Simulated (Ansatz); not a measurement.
Relax this structure to zero stress and force, keeping its symmetry:

```yaml
crystal:
  lattice:
    - [6.74399, 0.00000, 0.00000]
    - [-3.37199, 5.84046, 0.00000]
    - [0.00000, 0.00000, 3.54096]
  atoms:
    - { symbol: Ge, position: [0.66667, 0.33333, 0.00000] }
    - { symbol: Ge, position: [0.33333, 0.66667, 0.00000] }
    - { symbol: Ge, position: [0.00000, 0.00000, 0.50000] }
    - { symbol: Pt, position: [0.62181, 0.00000, 0.50000] }
    - { symbol: Pt, position: [0.37819, 0.37819, 0.50000] }
    - { symbol: Pt, position: [0.00000, 0.62181, 0.50000] }
    - { symbol: Pt, position: [0.00000, 0.28307, 0.00000] }
    - { symbol: Pt, position: [0.71693, 0.71693, 0.00000] }
    - { symbol: Pt, position: [0.28307, 0.00000, 0.00000] }
```

The calculation used Ansatz, DFT r2SCAN, scalar-relativistic, plane waves, PAW.

Settings: cutoff 500 eV, Γ-centred mesh 6×6×10 on the computed 9-atom cell, Gaussian smearing of 0.10 eV; no spin polarisation.

What does it relax to?

The volume decreases by 0.02 Å³/atom to 15.47 Å³/atom, and the energy falls by 0.1 meV/atom. Final structure:
```yaml
crystal:
  lattice:
    - [6.72408, 0.00000, 0.00000]
    - [-3.36204, 5.82322, 0.00000]
    - [0.00000, 0.00000, 3.55681]
  atoms:
    - { symbol: Ge, position: [0.66667, 0.33333, 0.00000] }
    - { symbol: Ge, position: [0.33333, 0.66667, 0.00000] }
    - { symbol: Ge, position: [0.00000, 0.00000, 0.50000] }
    - { symbol: Pt, position: [0.62153, 0.00000, 0.50000] }
    - { symbol: Pt, position: [0.37847, 0.37847, 0.50000] }
    - { symbol: Pt, position: [0.00000, 0.62153, 0.50000] }
    - { symbol: Pt, position: [0.00000, 0.28252, 0.00000] }
    - { symbol: Pt, position: [0.71748, 0.71748, 0.00000] }
    - { symbol: Pt, position: [0.28252, 0.00000, 0.00000] }
```

Spin–orbit coupling is left out, which can shift energies with elements as heavy as these.